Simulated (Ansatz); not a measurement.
Ta$_{2}$C (space group P-3m1)

```xyz
3
Lattice="3.0762 0.0000 0.0000 -1.5381 2.6641 0.0000 0.0000 0.0000 4.8901" Properties=species:S:1:pos:R:3 pbc="T T T"
Ta     0.0000     1.7760     1.2383
Ta     1.5381     0.8880     3.6518
C      0.0000     0.0000     0.0000
```

Level of theory: LDA (plane waves to 420 eV, PAW, scalar-relativistic; Ansatz, a program for electronic structure). DFPT wavenumbers on a 18×18×10 k mesh, in cm⁻¹ and rounded to 5; i marks imaginary ones, q is in fractions of the reciprocal vectors of the cell shown, and the three acoustic modes at Γ are left out. The program warned that its band solver left a few bands short of their tolerance. Spin-orbit coupling is left out, though Ta is heavy. Ta2C is run without spin polarisation. Ta2C was relaxed with its symmetry unable to fall.

Q: Does any mode at Γ, M = (0.5, 0.0, 0.0), A = (0.0, 0.0, 0.5), L = (0.5, 0.0, 0.5) come out imaginary?

A: No imaginary mode at these points (lowest 75 cm⁻¹ at A = (0.0, 0.0, 0.5)); other wave vectors were not tested.

Q: Predict the phonon wavenumbers at Γ, M = (0.5, 0.0, 0.0), A = (0.0, 0.0, 0.5), L = (0.5, 0.0, 0.5).

A: 
| q | wavenumbers (cm⁻¹) |
|---|---|
| Γ | 130 (×2), 220, 655, 675 (×2) |
| M = (0.5, 0.0, 0.0) | 145, 155 (×2), 175, 190, 225, 630, 685, 700 |
| A = (0.0, 0.0, 0.5) | 75 (×2), 130 (×2), 165, 195, 665, 670 (×2) |
| L = (0.5, 0.0, 0.5) | 145, 145, 150, 155, 200, 220, 630, 690, 695 |
